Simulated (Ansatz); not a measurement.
Relax this structure to zero stress and force, keeping its symmetry:

```cif
data_structure
_symmetry_space_group_name_H-M 'Im-3m'
_symmetry_Int_Tables_number 229
_cell_length_a 6.0800
_cell_length_b 6.0800
_cell_length_c 6.0800
_cell_angle_alpha 90.000
_cell_angle_beta 90.000
_cell_angle_gamma 90.000
_cell_volume 224.76
loop_
_atom_site_label
_atom_site_type_symbol
_atom_site_symmetry_multiplicity
_atom_site_Wyckoff_symbol
_atom_site_fract_x
_atom_site_fract_y
_atom_site_fract_z
_atom_site_occupancy
Sb1 Sb 6 b 0.50000 0.00000 0.00000 1
Au1 Au 2 a 0.00000 0.00000 0.00000 1
```

Method: DFT r2SCAN, scalar-relativistic, plane waves, PAW (Ansatz).

Settings: cutoff 500 eV, Γ-centred mesh 10×10×10 on the computed 4-atom cell, Gaussian smearing of 0.10 eV; no spin polarisation.

**Question.** What does it relax to?

**Answer.** The volume decreases by 2.19 Å³/atom to 25.91 Å³/atom, and the energy falls by 36.4 meV/atom. Final structure:
```cif
data_structure
_symmetry_space_group_name_H-M 'Im-3m'
_symmetry_Int_Tables_number 229
_cell_length_a 5.9181
_cell_length_b 5.9181
_cell_length_c 5.9181
_cell_angle_alpha 90.000
_cell_angle_beta 90.000
_cell_angle_gamma 90.000
_cell_volume 207.28
loop_
_atom_site_label
_atom_site_type_symbol
_atom_site_symmetry_multiplicity
_atom_site_Wyckoff_symbol
_atom_site_fract_x
_atom_site_fract_y
_atom_site_fract_z
_atom_site_occupancy
Sb1 Sb 6 b 0.50000 0.00000 0.00000 1
Au1 Au 2 a 0.00000 0.00000 0.00000 1
```

Spin–orbit coupling is left out, which can shift energies with elements as heavy as these.

Cost: 1 run of about 1.9 core-minutes, on Arm Neoverse V2 (shared hosts).